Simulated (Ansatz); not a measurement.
Ti₃AlC₂ (space group P6_3/mmc)

```
CELL_PARAMETERS angstrom
      3.02798     0.00000     0.00000
     -1.51399     2.62231     0.00000
      0.00000     0.00000    18.33287
ATOMIC_POSITIONS crystal
  Ti 0.66667 0.33333 0.37292
  Ti 0.33333 0.66667 0.62708
  Ti 0.33333 0.66667 0.87292
  Ti 0.66667 0.33333 0.12708
  Ti 0.00000 0.00000 0.50000
  Ti 0.00000 0.00000 0.00000
  Al 0.00000 0.00000 0.75000
  Al 0.00000 0.00000 0.25000
  C  0.33333 0.66667 0.43069
  C  0.66667 0.33333 0.56931
  C  0.66667 0.33333 0.93069
  C  0.33333 0.66667 0.06931
```

A phonon eigenvector at Γ is frozen into this cell: atom i moves by Q times the vector below, so Q is the largest atomic displacement, in Å. The cell is held. It is one choice among 2 degenerate patterns.

```
atom      x       y      z
----  -----  ------  -----
Ti1   0.000   1.000  0.000
Ti2   0.000  -1.000  0.000
Ti3   0.000   1.000  0.000
Ti4   0.000  -1.000  0.000
C9    0.000   0.608  0.000
C10   0.000  -0.608  0.000
C11   0.000   0.608  0.000
C12   0.000  -0.608  0.000
```

Atoms not listed stay in place.

The numbers are results of LDA (plane waves to 420 eV, PAW, scalar-relativistic; Ansatz, a first-principles code), not measurements. k mesh 14×14×2 (Γ-centred), Fermi-Dirac smearing 0.05 eV. Energies are smeared free energies. With partly filled bands, energies and forces of such displacements shift with the k mesh and the smearing. Ti3AlC2 is run without spin polarisation. Ti3AlC2 was relaxed with its symmetry unable to fall. ΔE is measured from the undisplaced structure.

**Question.** Estimate the ΔE (eV/cell) and −dE/dQ from forces (eV/Å) for Q (Å) = -0.050, -0.033, -0.017, 0.033, 0.067, 0.100.

**Answer.** 
```
Q (Å)   ΔE (eV/cell)  −dE/dQ from forces (eV/Å)
------  ------------  -------------------------
-0.050         0.035                      1.419
-0.033         0.016                      0.946
-0.017         0.004                      0.473
0.033          0.016                     -0.946
0.067          0.063                     -1.892
0.100          0.142                     -2.839
```

(A displaced cell: forces are minus the slopes of the energy, force constants its curvatures, and phonons follow from these.)
